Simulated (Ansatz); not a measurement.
Data:

TiO2:
```
CELL_PARAMETERS angstrom
     -1.88896     1.88896     4.79172
      1.88896    -1.88896     4.79172
      1.88896     1.88896    -4.79172
ATOMIC_POSITIONS crystal
  Ti 0.50000 0.50000 0.00000
  Ti 0.25000 0.75000 0.50000
  O  0.29271 0.29271 0.00000
  O  0.04271 0.54271 0.50000
  O  0.45729 0.95729 0.50000
  O  0.70729 0.70729 0.00000
```

This is the r²SCAN-relaxed structure.

Q: All from DFT-r²SCAN in the program Ansatz with PAW potentials, unless another level is named. Estimate the band gap.

A: 2.53 eV (indirect).

Q: Predict the smallest direct gap on the standard path.

A: 2.87 eV.

Q: Predict the hole effective mass.

A: 0.97, 1.7, 2.2 mₑ (principal values).

Q: Next, the weight of the conduction-edge state by species (Voronoi cells)?

A: Ti 84 %, O 16 %.

Q: Predict the conduction-band minimum.

A: at Γ.

Space group I4_1/amd (anatase). The r²SCAN relaxation kept the symmetry of its start. The run is not spin-polarised.

Potentials: the later of the program's two PAW sets.
